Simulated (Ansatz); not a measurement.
## TaAl: computed property card

TaAl:
```
CELL_PARAMETERS angstrom
      2.80717     0.00000     0.00000
      0.00000     2.80717     0.00000
      0.00000     0.00000     4.15487
ATOMIC_POSITIONS crystal
  Ta 0.00000 0.00000 0.00000
  Al 0.50000 0.50000 0.50000
```

Space group P4/mmm (No. 123), L1₀ or tetragonal B2; conventional cell a = b = 2.8072 Å, c = 4.1549 Å, α = β = γ = 90.00°.

Method: plane-wave PAW PBEsol (Ansatz code). Geometry: relaxed at this level of theory. Other levels are named where they apply.

Cell and energy:

| Property | Value |
|---|---|
| Volume per atom | 16.37 Å³ |
| Density | 10.55 g/cm³ |
| Formation energy from the elements (no fitted shifts) | -219 meV/atom |

Electronic structure:

| Quantity | Result |
|---|---|
| Electronic character | metallic (no gap) |
| Density of states at the Fermi level | 0.26 states/eV per atom (mean over ±0.08 eV) |
| Gap with spin–orbit coupling | none (metallic) |

Mechanics:

| Item | Result |
|---|---|
| Bulk modulus (Birch–Murnaghan fit) | 165 GPa |
| Pressure derivative B′ | 4.0 |
| Elastic constants (relaxed ions, GPa) | C11 = 361, C12 = 36.6, C13 = 116, C33 = 236, C44 = 116, C66 = -3.3 |
| Mechanical stability | unstable (C has a negative eigenvalue) |

Phonons:

| Item | Value |
|---|---|
| Highest zone-centre frequency | 304 cm⁻¹ |
| Zone-centre stability | no imaginary mode at Γ |

The start of the workflow was typed in or built on a structure type; neither database checked (COD, Materials Project) lists it. Its standing as an ambient phase is unchecked. The cell was relaxed with PBEsol under the symmetry of its start. The run is not spin-polarised. As this level gives no gap, shear constants depend on the k-mesh and smearing (Fermi–Dirac, 0.1 eV here). As this level gives no gap, phonon frequencies hold no LO–TO term and depend on the k-mesh and smearing (Fermi–Dirac, 0.1 eV here). Axis ratios of metals converge slowly with the k-mesh, so a and c are less sure than the volume. The references are the lowest solids computed at this level, not always the standard phases. Spin–orbit coupling is left out wherever it is not named.

Potentials: the later of the program's two PAW sets.
